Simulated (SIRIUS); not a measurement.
Worked example: self-consistent single point of a model cell of CaWO4 (P1, 12 atoms in the cell; prototype structure) in SIRIUS.

Computed with PBEsol, GBRV PBEsol ultrasoft pseudopotentials (plane waves; SIRIUS).

The change in words: atoms moved at random. Reference geometry (P2/c):
```yaml
crystal:
  lattice:
    - [4.92330, 0.00000, 0.00000]
    - [0.00000, 6.00454, 0.00000]
    - [-0.05419, 0.00000, 5.17495]
  atoms:
    - { symbol: Ca, position: [0.50000, 0.68330, 0.25000] }
    - { symbol: Ca, position: [0.50000, 0.31670, 0.75000] }
    - { symbol: W, position: [0.00000, 0.18230, 0.25000] }
    - { symbol: W, position: [0.00000, 0.81770, 0.75000] }
    - { symbol: O, position: [0.25470, 0.37720, 0.40050] }
    - { symbol: O, position: [0.74530, 0.37720, 0.09950] }
    - { symbol: O, position: [0.74530, 0.62280, 0.59950] }
    - { symbol: O, position: [0.25470, 0.62280, 0.90050] }
    - { symbol: O, position: [0.21710, 0.89550, 0.43600] }
    - { symbol: O, position: [0.78290, 0.89550, 0.06400] }
    - { symbol: O, position: [0.78290, 0.10450, 0.56400] }
    - { symbol: O, position: [0.21710, 0.10450, 0.93600] }
```

Reference input (self-consistent single point, DFT, PBEsol, plane waves, GBRV PBEsol ultrasoft pseudopotentials): parameters.ngridk = 3 3 3; parameters.xc_functionals = [XC_GGA_X_PBE_SOL, XC_GGA_C_PBE_SOL]; parameters.gk_cutoff = 6.325 1/bohr; parameters.pw_cutoff = 14.143 1/bohr; parameters.smearing = fermi_dirac; parameters.smearing_width = 0.00183747 Ha; potentials = GBRV PBEsol ultrasoft pseudopotentials; parameters.electronic_structure_method = pseudopotential; parameters.num_bands = 58; parameters.num_mag_dims = 0; parameters.num_dft_iter = 100; parameters.energy_tol = 1e-07 Ha. This run's input differs from it in these lines:

```diff
@@ -46,18 +46,18 @@
       "Ca": [
-        [0.5, 0.6833, 0.25],
-        [0.5, 0.3167, 0.75]
+        [0.492561, 0.686221, 0.253071],
+        [0.505118, 0.320012, 0.744629]
       ],
       "W": [
-        [0.0, 0.1823, 0.25],
-        [0.0, 0.8177, 0.75]
+        [0.002428, 0.166136, 0.244756],
+        [-0.013842, 0.821064, 0.747389]
       ],
       "O": [
-        [0.2547, 0.3772, 0.4005],
-        [0.7453, 0.3772, 0.0995],
-        [0.7453, 0.6228, 0.5995],
-        [0.2547, 0.6228, 0.9005],
-        [0.2171, 0.8955, 0.436],
-        [0.7829, 0.8955, 0.064],
-        [0.7829, 0.1045, 0.564],
-        [0.2171, 0.1045, 0.936]
+        [0.258052, 0.384315, 0.397286],
+        [0.739351, 0.377488, 0.108138],
+        [0.73346, 0.638573, 0.604605],
+        [0.252807, 0.606068, 0.902704],
+        [0.222037, 0.888991, 0.435268],
+        [0.780874, 0.894592, 0.063148],
+        [0.797987, 0.108098, 0.565824],
+        [0.229168, 0.108443, 0.933182]
       ]
```

Log, with long lists cut:

```
[find] density tolerance         : 1e-06
[find] total energy tolerance    : 1e-07
[find] iter_solver_tol (initial) : 0.01
[find] iter_solver_tol (target)  : 1e-13
[find] num_dft_iter              : 100
Charges and magnetic moments
--------------------------------------------------------------------------------
total charge          : 96.000000
[find] | SCF iteration   0 out of 100|
[diagonalize] iterative solver tolerance (occupied, empty): 0.01 0.01
[diagonalize] average number of iterations: 1.28571
[find] Charges and magnetic moments
[find] total charge          : 96.000000
[find] Energy
   [... lines left out ...]

[find] Charges and magnetic moments
[find] total charge          : 96.000000
[find] Energy
[find] smearing (-TS)                 :      -0.00000000
[find] Total energy                   :    -363.27472500 (Ha),    -726.54945001 (Ry)
[find] Free energy (E-TS)             :    -363.27472500 (Ha),    -726.54945001 (Ry)
[find] band gap (eV)                  :       2.54139976
[find] Efermi                         :       0.32055975
[find] iteration : 30, RMS (target) : 8.2483e-07 (1.0000e-06) , energy difference (target) : -6.7075e-12 (1.0000e-07)
[find] bands are converged : true
[find] iterative solver converged : false
[find] converged after 31 SCF iterations!
[find] Charges and magnetic moments
[find] total charge          : 96.000000
[find] Energy
[find] smearing (-TS)                 :      -0.00000000
[find] Total energy                   :    -363.27472500 (Ha),    -726.54945001 (Ry)
[find] Free energy (E-TS)             :    -363.27472500 (Ha),    -726.54945001 (Ry)
[find] band gap (eV)                  :       2.54139976
[find] Efermi                         :       0.32055975
[ground_state] === stress tensor components [kbar] ===
[ground_state] === stress_total ===
[ground_state]   108.523878  -22.240105   41.935285
[ground_state]   -22.240105  134.221648  -19.808961
[ground_state]    41.935285  -19.808961   97.158045
[ground_state] ==== total Forces in Ha/bohr =====
   [... lines left out ...]
[ground_state] atom:    7, force:      -0.0722009      0.0702202     -0.0477277
[ground_state] atom:    8, force:      -0.0668602      0.0360869      0.0428239
[ground_state] atom:    9, force:       0.0508734      0.0253923     -0.0357738
[ground_state] atom:   10, force:       0.0396529     -0.0333437     -0.0282296
[ground_state] atom:   11, force:      -0.0610614     -0.0329844      0.0463192
```

The run converged in 31 iterations. SIRIUS prints the stress tensor with tension positive. Against the reference run the free energy rises by 84.7 meV/atom, the pressure goes from -10.84 to -11.33 GPa and the largest force goes from 3.915 to 5.731 eV/Å.

The starting geometry comes from a prototype or from typed values, not from a relaxation at this level; it need not be a known phase. Spin-orbit coupling is left out, which matters for bands and gaps with elements this heavy. Forces above 1 eV/Å remain at this geometry.

Cost on one core: roughly 3 core-minutes.

The gap that the log prints is read on the run's mesh, which can miss the band edges or a crossing.
